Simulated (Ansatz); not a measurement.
HfC:
```
HfC
1.0
    0.00000     2.28619     2.28619
    2.28619     0.00000     2.28619
    2.28619     2.28619     0.00000
Hf C
1 1
Direct
  0.00000   0.00000   0.00000
  0.50000   0.50000   0.50000
```

Relaxed with LDA. Special points in fractions of this cell's reciprocal vectors: Γ (0.000, 0.000, 0.000); X (0.500, 0.000, 0.500); U (0.625, 0.250, 0.625); K (0.375, 0.375, 0.750); L (0.500, 0.500, 0.500); W (0.500, 0.250, 0.750).

Task: List the band energies nearest the Fermi level at these points for the program Ansatz at the LDA level (PAW).

Result: In eV from the Fermi level; about four levels below and three above (degenerate sets whole), none deeper than 8.9 eV; points with the same levels are listed once.

```
k                    below           above
-  -----------------------  --------------
Γ                        –  1.13 1.13 1.13
X              -2.48 -2.01  0.04 0.04 5.52
U        -3.60 -2.68 -1.68  1.60 5.98 6.39
L  -8.13 -6.38 -3.19 -3.19  5.48 5.48 5.99
W        -3.09 -2.72 -2.72  3.77 3.77 7.02
```

Space group Fm-3m (rock salt). The cell was relaxed with LDA under the symmetry of its start; of distortions, only those at the zone centre were tested. The run is not spin-polarised. Spin–orbit coupling is left out wherever it is not named.

Potentials: the later of the program's two PAW sets.
